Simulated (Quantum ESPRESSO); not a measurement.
**Kohn-Sham bands of YOF (R-3m)**

```yaml
crystal:
  lattice:
    - [-1.89785, 3.28718, 0.00000]
    - [-3.79571, 0.00000, 0.00000]
    - [-1.89785, 1.09573, 6.29663]
  atoms:
    - { symbol: Y, position: [0.25843, 0.25843, 0.22471] }
    - { symbol: Y, position: [0.74157, 0.74157, 0.77529] }
    - { symbol: O, position: [0.37883, 0.37883, 0.86350] }
    - { symbol: O, position: [0.62117, 0.62117, 0.13650] }
    - { symbol: F, position: [0.86948, 0.86948, 0.39157] }
    - { symbol: F, position: [0.13052, 0.13052, 0.60843] }
```

Cell from Materials Project (mp-3637), symmetrised, no further relaxation. COD (Crystallography Open Database) has an entry of this formula and space group (matched by these alone). Method: PBEsol plane waves in Quantum ESPRESSO 7.5 (PseudoDojo norm-conserving files, 68 Ry, spinors with spin-orbit coupling), Bloch states on a 4×4×4 mesh through Γ, Wannier90 4.0.1. Density: 10×10×10 mesh, cold smearing 0.01 Ry.

Energies are relative to the valence-band maximum; weights are on the orthonormalised atomic waves of the pseudopotential files, averaged over the group. 48 electrons a cell are treated as valence.

**Question.** Into which isolated groups do the bands fall, where do they lie and what are they made of?

**Answer.** 
```tsv
bands	from (eV)	to (eV)	filling	weight on atomic waves
1–4	-39.54	-39.47	filled	Y 4s 96 %
5–8	-22.56	-21.53	filled	F 2s 75 %, Y 4p 15 %, Y 4d 5 %
9–12	-20.94	-20.26	filled	Y 4p 85 %, F 2s 8 %
13–20	-19.79	-18.68	filled	Y 4p 90 %, F 2s 4 %
21–24	-15.13	-14.29	filled	O 2s 72 %, Y 4p 14 %, Y 4d 9 %
25–30	-4.97	-4.15	filled	F 2p 84 %, Y 4d 10 %
31–36	-3.69	-2.85	filled	F 2p 82 %, O 2p 8 %, Y 4d 7 %
37–48	-2.17	0.00	filled	O 2p 75 %, Y 4d 11 %, F 2p 10 %
```

The Kohn-Sham gap over both meshes and the path is 4.94 eV.
